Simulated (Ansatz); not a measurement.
TiC:
```
CELL_PARAMETERS angstrom
      0.00000     2.16393     2.16393
      2.16393     0.00000     2.16393
      2.16393     2.16393     0.00000
ATOMIC_POSITIONS crystal
  C  0.00000 0.00000 0.00000
  Ti 0.50000 0.50000 0.50000
```

Relaxed with r²SCAN.

Problem. Map the electron localisation function on the plane through (0.000, 0.000, 0.000) spanned by u = [1, 0, 0] and v = [0, 1, -1] in lattice vectors, from plane-wave PAW r²SCAN (Ansatz code).

Solution. x is the fraction of u, y of v (the angle between them is 90°; rows are the nearest grid lines); atoms in the plane: C at (0.00, 0.00), Ti at (0.50, 0.50).
```
| .*@@@*-:-*@@@*. |
|.:#@@%+:.:+%@@#:.|
|*#@@@*-. .-*@@@#*|
|@@@@*-.....-*@@@@|
|@@@*-:-=+=-:-*@@@|
|@%*-:+#%#%#+:-*%@|
|*+-.-#%#+#%#-.-+*|
|-:..=%#: :#%=..:-|
|:. .+#+   +#+. .:|
|-:..=%#: :#%=..:-|
|*+-.-#%#+#%#-.-+*|
|@%*-:+#%#%#+:-*%@|
|@@@*-:-=+=-:-*@@@|
|@@@@*-.....-*@@@@|
|*#@@@*-. .-*@@@#*|
|.:#@@%+:.:+%@@#:.|
| .*@@@*-:-*@@@*. |
```
Scale: ten equal steps from 0.007 (start of ' ') to 0.801 (end of '@'), in the order ' .:-=+*#%@'; x runs from 0.000 to 1.00, y from 0.000 (bottom) to 1.00 (top).

The density is the valence pseudo-density with augmentation charge, so density and ELF within about 1 Å of a nucleus are not all-electron values.

Space group Fm-3m (rock salt). Symmetry was held in the r²SCAN relaxation. The run is not spin-polarised.

Potentials: the later of the program's two PAW sets.
